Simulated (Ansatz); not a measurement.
# Is this Ga4Sb3As structure a true minimum?

The cell was found from a structure generator's guess, not taken from experiment.

Computed with DFT PBE, scalar-relativistic, plane waves, PAW in Ansatz 0.2.0. Plane waves to 420 eV, a k mesh through Γ of 10×10×4 on the computed 8-atom cell and Gaussian smearing (0.10 eV); no spin polarisation.

The cell below (8 atoms, space group P-4m2 (No. 115)) is relaxed within its symmetry.

```
CELL_PARAMETERS angstrom
4.31457 0.00000 0.00000
0.00000 4.31457 0.00000
0.00000 0.00000 12.19343
ATOMIC_POSITIONS crystal
Ga 0.50000 0.00000 0.62927
Ga 0.00000 0.50000 0.88740
Ga 0.50000 0.00000 0.11260
Ga 0.00000 0.50000 0.37073
Sb 0.50000 0.50000 0.24181
Sb 0.00000 0.00000 0.50000
Sb 0.50000 0.50000 0.75819
As 0.00000 0.00000 0.00000
```

For the test it was strained at random (σ = 1.5 % a component), the atoms were moved at random (σ = 0.15 Å), and all was relaxed again on a coarse 6×6×2 mesh (in the run’s order of axes) with 0.20 eV smearing, with no symmetry imposed.

These runs have no spin–orbit coupling, which can matter for Sb.

Question: What happens?

Answer: It returns, within 1 meV/atom of the unmoved cell on that mesh and with the same symmetry when read at 0.1 Å. No instability shows in this cell; modes of other wave vectors, which need another repeat, aren't tested.
